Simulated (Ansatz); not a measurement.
Zn2SeS in space group R3m (No. 160; Zn on 3a, Zn on 3a, Se on 3a, S on 3a), PBEsol in the plane-wave PAW code Ansatz, all energies at zero smearing, with the estimated change up to a 700 eV cutoff added, with one set of potentials and settings (totals compare only within such a set). Cell of 4 atoms (2 Zn, 1 Se, 1 S): -12873.851 eV.

```
element                reference phase  E (eV/atom)
-------  -----------------------------  -----------
Zn       P6_3/mmc, 2 atoms in the cell   -3280.9077
Se         P3_121, 3 atoms in the cell   -5424.2079
S           Fddd, 32 atoms in the cell    -884.8920
```

Formation energy per atom, worked out: (-12873.851 − 2×(-3280.9077) − 1×(-5424.2079) − 1×(-884.8920))/4 = -0.734 eV/atom (-71 kJ per mol of atoms), at 0 K, without zero-point energy or fitted corrections.

The workflow started from a Materials Project entry (that database holds measured and hypothetical structures alike); the Crystallography Open Database copy checked does not list it. Its standing as an ambient phase is unchecked. Symmetry was held in the PBEsol relaxation; of distortions, only those at the zone centre were tested. The references are the lowest solids computed at this level, not always the standard phases.

Potentials: the later of the program's two PAW sets.
